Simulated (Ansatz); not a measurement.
Method: Ansatz, DFT PBE, scalar-relativistic, plane waves, PAW. Settings: cutoff 420 eV, Γ-centred meshes spaced at most about 0.3 Å⁻¹, and about 0.25 Å⁻¹ or finer for metals (2π included), Gaussian smearing. No spin polarisation in the final relaxations.

Temperature and zero-point effects are left out. All come from trial cells, and lower structures may exist.

Task: Which of these relaxed structures of LiGeH3 is the lowest in energy?
1.

```
Li Ge H
1.0
     3.52041    0.00000    0.00000
     0.00000    3.52041    0.00000
     0.00000    0.00000    5.59820
Li Ge H
1 1 3
Direct
  0.00000 0.00000 0.50000
  0.50000 0.50000 0.50000
  0.00000 0.00000 0.17279
  0.00000 0.00000 0.82721
  0.00000 0.00000 0.00000
```

2.

```
Li Ge H
1.0
     3.95483    0.00000    0.00000
     0.00000    3.95483    0.00000
     0.00000    0.00000    5.34115
Li Ge H
1 1 3
Direct
  0.50000 0.50000 0.36024
  0.00000 0.00000 0.21970
  0.50000 0.00000 0.25231
  0.00000 0.50000 0.25231
  0.00000 0.00000 0.52365
```

3.

```
Li Ge H
1.0
     3.83518    0.00000    0.00000
     0.00000    3.83518    0.00000
     0.00000    0.00000    3.83518
Li Ge H
1 1 3
Direct
  0.00000 0.00000 0.00000
  0.50000 0.50000 0.50000
  0.00000 0.50000 0.50000
  0.50000 0.50000 0.00000
  0.50000 0.00000 0.50000
```

4.

```
Li Ge H
1.0
     3.49398    0.00000    0.00000
     0.00000    3.49398    0.00000
     0.00000    0.00000    3.49398
Li Ge H
1 1 3
Direct
  0.50000 0.50000 0.50000
  0.00000 0.00000 0.00000
  0.50000 0.50000 0.00000
  0.00000 0.50000 0.50000
  0.50000 0.00000 0.50000
```

Result: 2. It has space group P4mm (No. 99); the next, 3, with the cubic perovskite type, space group Pm-3m (No. 221), lies 87 meV/atom higher. The shortest distance is 1.62 Å (Ge–H) in the lowest and 1.92 Å (Ge–H) in the next. Even the lowest lies +0.15 eV/atom against the elements.

Weakly bound directions are ill-defined at this level, which has no dispersion term (P4mm), and this can change margins and order among such cells. With hydrogen, zero-point motion can shift such differences by 10 meV/atom or more. Cells relaxed within their symmetry can be saddle points. Some candidate types were left out of the draw beforehand, so a known form may be missing.
